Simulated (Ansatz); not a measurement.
**Kick test of a cell of Zr₃P₂**

The structure comes from a generated guess, relaxed at this level; another structure or a mixture of phases may lie lower.

Level of theory: DFT PBE, scalar-relativistic, plane waves, PAW (Ansatz 0.2.0). Cutoff 420 eV; k points 6×6×10 on the computed 10-atom cell (Γ-centred); Gaussian smearing, width 0.10 eV; no spin polarisation.

The cell below (10 atoms, space group P4/mbm (No. 127)) is relaxed within its symmetry.

```
Zr P
1.0
     7.01877    0.00000    0.00000
     0.00000    7.01877    0.00000
     0.00000    0.00000    3.63301
Zr P
6 4
Direct
  0.00000 0.00000 0.00000
  0.50000 0.50000 0.00000
  0.16159 0.66159 0.50000
  0.33841 0.16159 0.50000
  0.83841 0.33841 0.50000
  0.66159 0.83841 0.50000
  0.63904 0.13904 0.00000
  0.86096 0.63904 0.00000
  0.36096 0.86096 0.00000
  0.13904 0.36096 0.00000
```

For the test it was strained at random (σ = 1.5 % a component), the atoms were moved at random (σ = 0.15 Å), and all was relaxed again on a coarse 6×4×4 mesh (in the run’s order of axes) with 0.20 eV smearing, with no symmetry imposed.

Question: Is the structure stable against such a distortion?

Answer: It returns, within 1 meV/atom of the unmoved cell on that mesh and with the same symmetry when read at 0.1 Å. No instability shows in this cell; modes of other wave vectors, which need another repeat, aren't tested.
